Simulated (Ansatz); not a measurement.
# MgS (rock salt), energy over volume and axial ratio

MgS (rock salt), conventional cell a = b = c = 5.230 Å, α = β = γ = 90.00°. The calculation uses the primitive cell of 2 atoms, to which meshes and values per cell refer.

The relaxed cell is deformed in two ways at once: its volume V is scaled, and at that volume it is stretched along z (the c axis of the conventional cell) so that c/a changes. Fractional atomic positions are held.

Calculation: PBE (plane waves to 420 eV, PAW, scalar-relativistic; Ansatz, a first-principles code). k mesh 11×11×11 (Γ-centred), Fermi-Dirac smearing 0.05 eV. The energy includes the smearing's −TS. Stress and pressure are positive under compression. MgS was relaxed with its symmetry unable to fall. ΔE is measured from the relaxed starting cell.

ΔE (eV/atom), with V/V₀ across and (c/a)/(c/a)₀ down:

```tsv
(c/a)/(c/a)₀ \ V/V₀	0.920	0.947	0.973	1.000	1.027	1.053	1.080
0.960	0.0394	0.0209	0.0102	0.0063	0.0083	0.0156	0.0273
0.973	0.0343	0.0163	0.0061	0.0027	0.0052	0.0128	0.0250
0.987	0.0314	0.0137	0.0038	0.0007	0.0034	0.0112	0.0236
1.000	0.0304	0.0129	0.0031	0.0000	0.0028	0.0107	0.0232
1.013	0.0313	0.0137	0.0038	0.0006	0.0033	0.0112	0.0236
1.027	0.0339	0.0160	0.0058	0.0024	0.0049	0.0126	0.0247
1.040	0.0381	0.0197	0.0092	0.0054	0.0075	0.0148	0.0266
```

P (GPa), with V/V₀ across and (c/a)/(c/a)₀ down:

```
(c/a)/(c/a)₀ \ V/V₀  0.920  0.947  0.973  1.000  1.027  1.053  1.080
-------------------  -----  -----  -----  -----  -----  -----  -----
0.960                  7.6    4.8    2.4    0.3   -1.6   -3.2   -4.7
0.973                  7.5    4.7    2.2    0.1   -1.7   -3.4   -4.8
0.987                  7.3    4.6    2.1    0.0   -1.8   -3.4   -4.8
1.000                  7.3    4.5    2.1    0.0   -1.8   -3.5   -4.9
1.013                  7.3    4.6    2.1    0.0   -1.8   -3.4   -4.8
1.027                  7.4    4.7    2.2    0.1   -1.7   -3.4   -4.8
1.040                  7.6    4.8    2.4    0.2   -1.6   -3.3   -4.7
```

Key numbers:

* **Shear modulus C′ = (C11 − C12)/2 (fit, atoms clamped)**: 49 GPa
* **Lowest place on the grid**: V/V₀ = 1.000, (c/a)/(c/a)₀ = 1.000 (0.0 meV/atom)
* **Highest place on the grid**: V/V₀ = 0.920, (c/a)/(c/a)₀ = 0.960 (39.4 meV/atom)

(A scan under strain: stresses follow from slopes of the energy per volume, elastic moduli from its curvatures.)
